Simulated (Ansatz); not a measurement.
# TaGe₃Pt₂: relaxed-ion elastic tensor

Theory: DFT PBE, scalar-relativistic, plane waves, PAW (Ansatz 0.2.0). Settings: 420 eV plane-wave cutoff, Γ-centred 8×8×6 mesh, Gaussian smearing of 0.10 eV. No spin polarisation.

The cell, relaxed at this level:
```
CELL_PARAMETERS angstrom
4.36471 0.00000 0.00000
0.00000 4.36471 0.00000
0.00000 0.00000 5.97110
ATOMIC_POSITIONS crystal
Ta 0.50000 0.50000 0.00000
Ge 0.00000 0.00000 0.00000
Ge 0.50000 0.50000 0.50000
Ge 0.00000 0.00000 0.50000
Pt 0.50000 0.00000 0.76432
Pt 0.00000 0.50000 0.23568
```

The structure comes from a proposed guess, relaxed at this level; another structure or a mixture of phases may lie lower. In a metal, frequencies and elastic constants depend on the k mesh and the smearing, soft modes and shear constants most. Spin–orbit coupling is left out, which matters for heavy elements.

(1) Give the relaxed-ion elastic constants (GPa, Voigt order xx yy zz yz xz xy, on the Cartesian axes of the cell above).

(2) Is the crystal stable against homogeneous strain?

(3) And the moduli of a polycrystal (Hill averages)?

## Answers

(1)
```
208.5  92.8 111.4   0.0   0.0   0.0
 92.8 208.5 111.4   0.0   0.0   0.0
111.4 111.4 189.4   0.0   0.0   0.0
  0.0   0.0   0.0  51.0   0.0   0.0
  0.0   0.0   0.0   0.0  51.0   0.0
  0.0   0.0   0.0   0.0   0.0  33.2
```

(2) Yes: the least eigenvalue of the tensor is 33.2 GPa.

(3) B = 138 GPa, G = 45 GPa, E = 123 GPa, ν = 0.35.
